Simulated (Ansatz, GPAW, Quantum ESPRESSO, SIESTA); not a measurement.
## CsLiCr2Te2S3: programs and potentials compared

```
Cs Li Cr Te S
1.0
     3.42162   -5.18069    0.00784
     3.42162    5.18069    0.00784
    -2.90411    0.00000    7.43093
Cs Li Cr Te S
1 1 2 2 3
Direct
  0.08534 0.08622 0.00516
  0.58392 0.58588 0.55856
  0.06365 0.47236 0.56229
  0.46962 0.05897 0.55660
  0.56271 0.86673 0.28451
  0.87331 0.56353 0.29533
  0.81158 0.38886 0.72986
  0.39649 0.81693 0.73367
  0.20642 0.21106 0.48262
```

The cell comes from a database or a generator and needn't be the stable form of this composition.

Atoms were shifted at random by some hundredths of an Å from the given cell, which wasn't relaxed again for these runs.

Alike in all runs: task single point; functional PBE; k mesh 5 × 5 × 4; occupations fermi-dirac, width 0.05 eV; collinear spin, ferromagnetic start; no spin-orbit coupling. Pressure is positive in compression and, in plane waves, holds the error of the finite cutoff, which Ansatz's Pulay term estimates and takes out.

```csv
program and potentials,plane-wave cutoff (eV),notes,pressure (GPa),net moment per atom (μB),largest force (eV/Å),energy over the undisturbed cell (meV/atom)
"Ansatz, Ansatz PAW",420,10 valence electrons an atom on average,0.26,0.45,0.566,3.27
"SIESTA, files PseudoDojo sr-pbe-0.4.1-standard, DZP (energy shift 0.003 Ry; two zetas on semicore shells; d shell added on Cs)",-,atomic basis; 10 valence electrons an atom on average,0.73,0.45,0.512,3.44
"GPAW, GPAW PAW data sets (gpaw-data 1.2.1)",800,5.78 valence electrons an atom on average,0.48,0.45,0.644,3.99
"Quantum ESPRESSO, SSSP 1.3 efficiency PBE",748,7.78 valence electrons an atom on average,0.35,0.45,0.534,3.15
"Ansatz, all-electron LAPW, scalar-relativistic",-,-,0.28,0.45,0.569,-
```

Force on atom 4 (Cr), eV/Å:

```csv
program and potentials,x,y,z
"Ansatz, Ansatz PAW",-0.274,0.033,-0.493
"SIESTA, files PseudoDojo sr-pbe-0.4.1-standard, DZP (energy shift 0.003 Ry; two zetas on semicore shells; d shell added on Cs)",-0.322,0.128,-0.371
"GPAW, GPAW PAW data sets (gpaw-data 1.2.1)",-0.276,-0.035,-0.581
"Quantum ESPRESSO, SSSP 1.3 efficiency PBE",-0.287,0.075,-0.444
"Ansatz, all-electron LAPW, scalar-relativistic",-0.275,0.034,-0.497
```

The pressure spans 0.26 (Ansatz, Ansatz PAW) to 0.73 GPa (SIESTA, files PseudoDojo sr-pbe-0.4.1-standard, DZP (energy shift 0.003 Ry; two zetas on semicore shells; d shell added on Cs)), with all-electron results at 0.28. All agree on the net moment per atom. The state is the one that the start led to, which needn't be the lowest. Rows in atomic bases carry the error of their basis and grid, which can be large.

The functional is the same throughout but for its coding, so the spread measures potentials, basis and numerics; runs on potential files found faulty are left out.
